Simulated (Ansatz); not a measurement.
**Structure relaxation, TaSi₂**

The start is a relaxed TaSi2 cell, doubled along one cell vector, shaken by Gaussian noise of σ = 0.08 Å a coordinate. The cell and all atomic positions are relaxed at zero pressure with PBEsol (plane waves to 420 eV, PAW, scalar-relativistic; Ansatz, a quantum-chemistry and plane-wave program). First-step values are on the input's coarse k-mesh.

Ansatz input (later rounds restart from its end on a renewed k-mesh):
Ansatz 0.2 input:
```yaml
crystal:
  lattice:
    - [4.3656433026, 0, 0]
    - [-4.3656433026, 7.5615160078, 0]
    - [0, 0, 2.626969342]
  atoms:
    - { symbol: Ta, position: [-0.0160572182, -0.0075532077, -0.0065835591] }
    - { symbol: Ta, position: [0.0052410887, 0.5001622293, -0.0295651238] }
    - { symbol: Si, position: [0.3332816729, 0.3274739026, 0.4996965118] }
    - { symbol: Si, position: [0.3941273961, 0.8499108473, 0.5228080037] }
    - { symbol: Si, position: [0.6537578769, 0.1719549735, 0.5016822162] }
    - { symbol: Si, position: [0.6620095685, 0.6904378444, 0.5458427854] }
basis: { ecutwfc: 420, ecutrho_ratio: 4, xc_grid: 2, fft_grid_basis: typed }
kpoints: { mp_grid: { grid: [6, 3, 9] } }
hamiltonian:
  xc: pbesol
  dispersion: none
  pseudopotentials: { kind: paw }
scf: { occupations: { method: fermi_dirac, width: 0.05 } }
relax: { f_tol: 0.01, max_steps: 100, cell: { stress_tol: 0.02 } }
output: { forces: true, stress: true }
```

Q: What pressure does the first self-consistent step give?

A: +5 GPa (positive: the cell is compressed).

Q: By how much does the energy per atom fall from start to end?

A: 0.56 eV/atom.

Q: Is the parent structure recovered?

A: It does not go back: it reaches I4/mmm (No. 139), AFLOW prototype AB2_tI6_139_a_e (C11_b, as in Si2Mo), 0.43 eV/atom below the parent.

Q: How do the shortest distances between atoms change?

A: The closest pairs of elements (up to four, under 3.6 Å), start → end: Si–Si 2.22 → 2.66 Å; Si–Ta 2.55 → 2.68 Å; Ta–Ta 2.63 → 3.25 Å.

Q: Is the relaxed structure metallic? Give its gap.

A: No gap (metallic).

Q: Write out the relaxed structure.

A: 
```cif
data_Si4Ta2
_chemical_formula_sum 'Ta2 Si4'
_space_group_name_H-M_alt 'I4/mmm'
_space_group_IT_number 139
_space_group_name_Hall '-I 4 2'
_cell_length_a 3.25439
_cell_length_b 3.25439
_cell_length_c 8.15574
_cell_angle_alpha 90.000
_cell_angle_beta 90.000
_cell_angle_gamma 90.000
loop_
_atom_site_label
_atom_site_type_symbol
_atom_site_symmetry_multiplicity
_atom_site_Wyckoff_symbol
_atom_site_fract_x
_atom_site_fract_y
_atom_site_fract_z
_atom_site_occupancy
Ta1 Ta 2 a 0.00000 0.00000 0.00000 1
Si1 Si 4 e 0.00000 0.00000 0.33175 1
```
(The calculation used a cell of 3 atoms; values per cell refer to that cell.)

Final values are on a 20×20×20 k-mesh of the relaxed cell. No spin polarisation in the result. The relaxed primitive cell holds an odd number of electrons. A magnetic state may lie lower.

The relaxed structure here is a generated cell of TaSi2: the first start was made by placing the elements on the sites of a structure type, and the end was not matched to a known phase here, so it may be hypothetical. Known forms of TaSi2 include space group No. 181.
